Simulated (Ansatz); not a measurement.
Frames from the relaxation of a relaxed CeO2 cell, doubled along one cell vector, shaken by Gaussian noise of σ = 0.08 Å a coordinate, as extended XYZ (Å, eV, eV/Å, GPa with compression positive). The numbers are results of PBE (plane waves to 420 eV, PAW, scalar-relativistic; Ansatz, a quantum-chemistry and plane-wave program), not measurements. Γ-centred k-mesh 8×4×8 on the run's cell (coarser than for final values), Fermi–Dirac smearing 0.05 eV.

```xyz
6
Lattice="1.7137 0.9894 5.1662 -3.4274 1.9788 10.3325 0.0000 -1.9788 5.1662" Properties=species:S:1:pos:R:3:forces:R:3 pbc="T T T" step=1 free_energy=-15426.923 pressure=3.7 accepted=T
Ce    -0.0589     0.0431     0.1118   -1.5461    0.8449   -0.4056
Ce    -1.8245     1.1366     5.0567    1.6369   -2.0645   -0.5894
O     -0.0316     0.0467     3.8899   -0.0469    0.2250    1.4209
O     -1.7543     1.0337     9.2124   -0.1196    0.5777   -2.1730
O      0.0174    -0.1111     6.4033   -0.0812    0.1239   -0.4865
O     -1.8378     0.8252    11.4155    0.1569    0.2930    2.2336
6
Lattice="1.7267 0.9686 5.1490 -3.4864 1.9090 10.3143 -0.0205 -1.9963 5.1671" Properties=species:S:1:pos:R:3:forces:R:3 pbc="T T T" step=2 free_energy=-15427.224 pressure=1.9 accepted=T
Ce    -0.1153     0.0757     0.1146    1.2586   -0.8337    0.3959
Ce    -1.7733     1.0381     4.9735   -1.1890    0.4353    0.0122
O     -0.0141     0.0410     4.0786    0.0382    0.1843   -1.4453
O     -1.8026     0.9827     9.0439    0.1598    0.0910    0.3900
O     -0.0370    -0.0796     6.3537   -0.1149    0.0371    1.0523
O     -1.8894     0.7127    11.4648   -0.1528    0.0860   -0.4051
6
Lattice="0.7473 0.4668 3.8161 -4.9863 0.5024 8.8730 -1.0597 -2.7696 4.5192" Properties=species:S:1:pos:R:3:forces:R:3 pbc="T T T" step=16 free_energy=-15432.047 pressure=1.7 accepted=T
Ce     0.3938    -0.0401     0.9243    0.0000    0.0000    0.0001
Ce    -2.4729    -0.0223     3.4528    0.0000    0.0000   -0.0001
O     -0.3961     0.8942     2.9663   -0.0026   -0.0012    0.0016
O     -3.8024    -0.4722     7.7554    0.0024    0.0012   -0.0015
O     -0.9358    -0.4898     5.2270    0.0027    0.0011   -0.0016
O     -4.3227    -1.8575    10.0139   -0.0025   -0.0012    0.0016
```

The path has 18 moves and ends in Fm-3m (No. 225) (fluorite type), 0.86 eV/atom below its start. Free energies are of the whole cell and compare only within this code, potentials and settings.  No spin polarisation in the result. No Hubbard U is applied. The f-shell occupation is the one the SCF fell into and was not checked against other states.

Of the parent cell (R3m (No. 160)): it is a generated cell of CeO2: the first start was made by placing the elements on the sites of a structure type, and the end was not matched to a known phase here, so it may be hypothetical. Known forms of CeO2 include space group No. 225.
